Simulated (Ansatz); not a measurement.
Values for one crystal, relaxed and computed with DFT-PBEsol in the program Ansatz with PAW potentials; other levels are named.

* **Volume per atom**: 8.45 Å³
* **Electronic character**: metallic (no gap)
* **Debye temperature from the elastic constants**: 717 K
* **Hill bulk and shear moduli**: 212 and 131 GPa
* **Pressure derivative B′**: 4.1
* **Formation energy from the elements (no fitted shifts)**: -0.32 eV/atom
* **Poisson's ratio**: 0.24

Problem. Pick the material that matches.
(A) GaNi, CsCl type
(B) RhPb, CsCl type
(C) ReW, CsCl type
(D) BeCo, CsCl type

Solution. D, BeCo, CsCl type

Space group Pm-3m (CsCl type). The cell is a constructed one: a structure type filled with these elements; the Crystallography Open Database files this formula in space group No. 221, but the cells were not matched. Whether it is the stable phase at ambient conditions was not checked. The PBEsol relaxation kept the symmetry of its start; its stability against distortions is not shown here. The final state is ferromagnetic, the only order run, not a proven ground state. The cell computed holds one magnetic atom, so no antiferromagnetic order was within reach. As this level gives no gap, shear constants depend on the k-mesh and smearing (Fermi–Dirac, 0.1 eV here). The references are the lowest solids computed at this level, not always the standard phases.

Potentials: the earlier of the program's two PAW sets. The files were generated under PBE; for other functionals the program regenerates the frozen cores, and for LDA and PBEsol the local potential too.
